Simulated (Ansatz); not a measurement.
Geometry optimisation in Ansatz: input, command and trajectory.

```yaml
crystal:
  lattice:
    - [-1.6887014695, 2.4162553605, 1.722226631]
    - [1.6887014695, -2.4162553605, 1.722226631]
    - [1.6887014695, 2.4162553605, -1.722226631]
  atoms:
    - { symbol: P, position: [0.7786297074, 0.0286297074, 0.75] }
    - { symbol: P, position: [0.2213702926, 0.9713702926, 0.25] }
basis:
  ecutwfc: 420
kpoints:
  mp_grid: { grid: [16, 16, 16] }
hamiltonian:
  xc: pbesol
scf:
  occupations: { method: gaussian, width: 0.1 }
output:
  forces: true
  stress: true
  eigenvalues: true
relax:
  adjacent_minimum: "off"
  f_tol: 0.01
  max_steps: 30
  cell: { stress_tol: 0.1, fix: [volume] }
```

```bash
ansatz run input.yaml --threads 1 --pin off --max-ram 2560MiB --backend cpu --events-out ev --progress --plain --runs-dir out
```

All numbers below come from DFT PBEsol, scalar-relativistic, plane waves, PAW (Ansatz 0.2.0).

The volume is held at 0.94 times that of the relaxed cell.

Of 7 frames 6 are shown, positions in Å and forces in eV/Å; the SCF threshold varies from step to step. Steps run on the plane waves of an earlier cell, with a Pulay correction in the pressure. The basis is chosen afresh for the last frame, the zero of the energies, and at times for earlier ones too; energy and pressure step there, also at an unchanged geometry.

```xyz
2
Lattice="-1.6887 2.4163 1.7222 1.6887 -2.4163 1.7222 1.6887 2.4163 -1.7222" Properties=species:S:1:pos:R:3:forces:R:3 pbc="T T T" step=1 free_energy_over_end_meV_per_atom=2.82 pressure_GPa=4.57
P     0.0000    3.6244    0.0986    0.0000    0.0000   -0.1933
P     1.6887   -1.2081    1.6236    0.0000    0.0000    0.1933
2
Lattice="-1.6929 2.4175 1.7171 1.6929 -2.4175 1.7171 1.6929 2.4175 -1.7171" Properties=species:S:1:pos:R:3:forces:R:3 pbc="T T T" step=2 free_energy_over_end_meV_per_atom=1.90 pressure_GPa=4.18
P     0.0000    3.6263    0.0939    0.0000    0.0000   -0.1682
P     1.6929   -1.2088    1.6232    0.0000    0.0000    0.1682
2
Lattice="-1.7103 2.4012 1.7112 1.7103 -2.4012 1.7112 1.7103 2.4012 -1.7112" Properties=species:S:1:pos:R:3:forces:R:3 pbc="T T T" step=3 free_energy_over_end_meV_per_atom=0.40 pressure_GPa=2.65
P     0.0000    3.6018    0.0668    0.0000    0.0000    0.0297
P     1.7103   -1.2006    1.6444    0.0000    0.0000   -0.0297
2
Lattice="-1.6998 2.4174 1.7102 1.6998 -2.4174 1.7102 1.6998 2.4174 -1.7102" Properties=species:S:1:pos:R:3:forces:R:3 pbc="T T T" step=4 free_energy_over_end_meV_per_atom=0.11 pressure_GPa=2.79
P     0.0000    3.6261    0.0692    0.0000    0.0000    0.0211
P     1.6998   -1.2087    1.6410    0.0000    0.0000   -0.0211
2
Lattice="-1.7020 2.4120 1.7118 1.7020 -2.4120 1.7118 1.7020 2.4120 -1.7118" Properties=species:S:1:pos:R:3:forces:R:3 pbc="T T T" step=5 free_energy_over_end_meV_per_atom=0.02 pressure_GPa=3.00
P     0.0000    3.6180    0.0740    0.0000    0.0000   -0.0134
P     1.7020   -1.2060    1.6378    0.0000    0.0000    0.0134
2
Lattice="-1.7029 2.4123 1.7107 1.7029 -2.4123 1.7107 1.7029 2.4123 -1.7107" Properties=species:S:1:pos:R:3:forces:R:3 pbc="T T T" step=7 free_energy_over_end_meV_per_atom=0.00 pressure_GPa=2.89
P     0.0000    3.6184    0.0719    0.0000    0.0000   -0.0002
P     1.7029   -1.2061    1.6388    0.0000    0.0000    0.0002
```

Time: 52 s on 1 thread of Intel(R) Xeon(R) Platinum 8488C (Sapphire Rapids) (shared host), peak memory 0.51 GiB.